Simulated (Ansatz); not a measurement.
Relaxed-ion elastic tensor of Y2N in space group P4/mmm (No. 123; Y on 1a, Y on 1d, N on 1c) in GPa (Voigt order), DFT-LDA in the program Ansatz with PAW potentials; density 5.67 g/cm³, 18.72 Å³ per atom.

```
 197  65.3  56.5   0.0   0.0   0.0
65.3   197  56.5   0.0   0.0   0.0
56.5  56.5   252   0.0   0.0   0.0
 0.0   0.0   0.0  63.0   0.0   0.0
 0.0   0.0   0.0   0.0  63.0   0.0
 0.0   0.0   0.0   0.0   0.0  52.0
```

Question: Is the crystal mechanically stable?

Answer: Yes: the smallest eigenvalue of C is 52.0 GPa.

Question: Work out the Voigt, Reuss and Hill averages.

Answer: K_V = 111, K_R = 110, K_H = 111; G_V = 66.7, G_R = 64.6, G_H = 65.6 GPa.

Question: Give Young's modulus, Poisson's ratio, Pugh's ratio and the universal anisotropy index.

Answer: E = 9KG/(3K + G) = 164 GPa; ν = 0.25; K/G = 1.69 (near the Pugh limit of 1.75, no verdict); A_U = 5G_V/G_R + K_V/K_R − 6 = 0.17.

Question: Estimate the sound speeds and the Debye temperature.

Answer: v_l = √((K + 4G/3)/ρ) = 5910 m/s, v_t = √(G/ρ) = 3400 m/s, mean 3780 m/s; Θ = (h/k)(3n/4πV)^(1/3) v_m = 424 K.

Question: Solve the Christoffel equation for the three sound speeds along x, y, z.

Answer: Eigenvalues of C_ijkl n_j n_l equal ρv². In km/s, slowest first: x 3.03, 3.33, 5.89; y 3.03, 3.33, 5.89; z 3.33, 3.33, 6.66.

Question: How much does each axis shrink under pressure?

Answer: Linear compressibilities β_i = Σ_j S_ij (j = 1 to 3): x 3.3, y 3.3, z 2.5 per TPa.

The cell is a constructed one: a structure type filled with these elements; neither database checked (COD, Materials Project) lists it. Its standing as an ambient phase is unchecked. Symmetry was held in the LDA relaxation; whether a distortion lowers the energy is not shown. No spin polarisation was allowed. As this level gives no gap, shear constants depend on the k-mesh and smearing (Fermi–Dirac, 0.1 eV here). On the denser mesh and wider smearing of the elastic run this cell carries a stress of 0.4 GPa.

Potentials: the later of the program's two PAW sets.
